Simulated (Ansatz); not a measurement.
A band-structure calculation of an ordered 8-atom cell of Be₃CdS₄ on the zincblende lattice (I-42m) with Ansatz 0.2.0, at the level PBE. The cell was relaxed beforehand with r2SCAN.

Input file:
```yaml
crystal:
  lattice:
    - [-2.5762644584, 2.5762644584, 5.0450975486]
    - [2.5762644584, -2.5762644584, 5.0450975486]
    - [2.5762644584, 2.5762644584, -5.0450975486]
  atoms:
    - { symbol: Be, position: [0.75, 0.25, 0.5] }
    - { symbol: S, position: [0.1428694857, 0.5819409944, 0.0] }
    - { symbol: Be, position: [0.5, 0.5, 0.0] }
    - { symbol: S, position: [0.8571305143, 0.8571305143, 0.4390715087] }
    - { symbol: Be, position: [0.25, 0.75, 0.5] }
    - { symbol: S, position: [0.5819409944, 0.1428694857, 0.0] }
    - { symbol: Cd, position: [0.0, 0.0, 0.0] }
    - { symbol: S, position: [0.4180590056, 0.4180590056, 0.5609284913] }
kpoints:
  mp_grid: { grid: [8, 8, 8] }
  band_path:
    path:
      - [[0.0, 0.0, 0.0], [-2.708262671332e-19, 2.708262671332e-19, 0.5], [0.25, 0.25, 0.25], [5.756476325577e-17, 0.5, -5.756476325577e-17], [0.0, 0.0, 0.0], [0.5, 0.5, -0.5], [0.3151901165014, 0.6848098834986, -0.3151901165014]]
      - [[-0.3151901165014, 0.3151901165014, 0.3151901165014], [0.0, 0.0, 0.0]]
      - [[-2.708262671332e-19, 2.708262671332e-19, 0.5], [-0.1303802330028, 0.1303802330028, 0.5]]
      - [[0.5, 0.5, -0.1303802330028], [0.5, 0.5, -0.5]]
    npoints: 10
hamiltonian:
  xc: pbe
scf:
  occupations: { method: fermi_dirac, width: 0.02 }
  n_extra_bands: 6
output:
  forces: true
  stress: true
  eigenvalues: true
  write_density: true
  write_potential: true
  elf: true
  volumetric_format: npy
```

Run as `ansatz run input.yaml --threads 2 --pin off --max-ram 18432MiB --backend cpu --events-out ev --progress --plain --runs-dir out`. Wall time 16 s on 2 threads of AMD EPYC 7R13 Processor (Zen 3) (shared host), load about 4.6 per core; peak host memory 0.66 GiB.

The log, with set-up remarks and timings taken out:
```
Pseudopotential: Be, paw, valence charge 2, recommended cutoff 420 eV (normal)
Pseudopotential: S, paw, valence charge 6, recommended cutoff 420 eV (normal)
Pseudopotential: Cd, paw, valence charge 20, recommended cutoff 420 eV (normal)
Functional definition: PBE
Crystal: 8 atoms, lattice volume = 133.940 Å³
Basis set: ecut = 420 eV, 2641 PW (Γ)
Bands: 31, of which v1, the nominal top of the filled ones, is band 25 counted from 1 (24 counted from 0)
Symmetry: 8 space group operations
Space group: I-42m (ITA 121)
k-points: 59 of 512 (time reversal used)
Free energy (F): -12148.145816 eV
Fermi energy:    7.728463 eV
--- Forces (eV/Å), atoms counted from 1 ---
  atom   1  Be      0.00000      0.00000      0.00000
  atom   2  S     -0.05351      0.05351    -0.05601
  atom   3  Be      0.00000      0.00000      0.00000
  atom   4  S     -0.05351    -0.05351      0.05601
  atom   5  Be      0.00000      0.00000      0.00000
  atom   6  S       0.05351    -0.05351    -0.05601
  atom   7  Cd      0.00000      0.00000      0.00000
  atom   8  S       0.05351      0.05351      0.05601
--- Stress (GPa, compression-positive) ---
        0.766659       0.000000       0.000000
        0.000000       0.766659       0.000000
        0.000000       0.000000       0.857812
  P = ⅓ Tr σ = 0.7970 GPa (7.970 kbar)
```

Levels along the path, in eV from the valence top (v1 is the last filled band, c1 the first empty one):
```csv
point,distance (1/Å),v1,c1
Γ,0.00,0.00,3.19
·,0.43,-0.17,3.96
X,0.86,-0.42,4.01
·,1.02,-0.44,4.06
P,1.17,-0.47,4.12
·,1.48,-0.64,4.51
N,1.78,-0.83,4.74
·,2.13,-0.37,4.01
Γ,2.47,0.00,3.19
·,2.78,-0.42,3.47
M,3.09,-0.74,3.38
·,3.32,-0.63,3.42
S,3.54,-0.57,3.79
S₀,3.54,-0.57,3.79
·,3.85,-0.63,4.49
·,4.23,-0.03,3.23
Γ,4.31,0.00,3.19
X,4.31,-0.42,4.01
·,4.38,-0.42,4.03
·,4.49,-0.44,4.12
R,4.53,-0.46,4.15
G,4.53,-0.46,4.15
·,4.66,-0.53,4.15
·,4.98,-0.70,3.50
M,5.17,-0.74,3.38
```

Planar averages along the third cell vector, from rho_z.tsv and v_z.tsv (valence density with its augmentation; electrostatic potential energy of an electron, of which only differences have a meaning):
```tsv
z (Å)	ρ (e/Å³)	v_es (eV)
0.00	0.802	0.42
0.14	0.787	0.50
0.41	0.685	1.14
0.55	0.611	1.70
0.83	0.454	3.24
0.97	0.386	4.16
1.24	0.289	5.82
1.38	0.261	6.35
1.52	0.243	6.63
1.80	0.230	6.46
1.94	0.230	6.08
2.21	0.237	4.85
2.35	0.242	4.10
2.49	0.247	3.33
2.77	0.254	2.04
2.90	0.257	1.62
3.18	0.258	1.40
3.32	0.257	1.62
3.60	0.251	2.63
3.73	0.247	3.33
3.87	0.242	4.10
4.15	0.233	5.53
4.29	0.230	6.08
4.56	0.233	6.65
4.70	0.243	6.63
4.84	0.261	6.35
5.12	0.331	5.05
5.26	0.386	4.16
5.53	0.531	2.40
5.67	0.611	1.70
5.95	0.747	0.74
6.08	0.787	0.50
```

The PBE gap is direct at Γ: 3.19 eV. Edges are sought over the mesh and the listed points. The mean pressure at these positions is +0.80 GPa, compression counted positive. The largest force is 0.09 eV/Å.

Note: simulated data, non-magnetic, for a generated structure that need not be the stable one.

Spin-orbit coupling is left out.
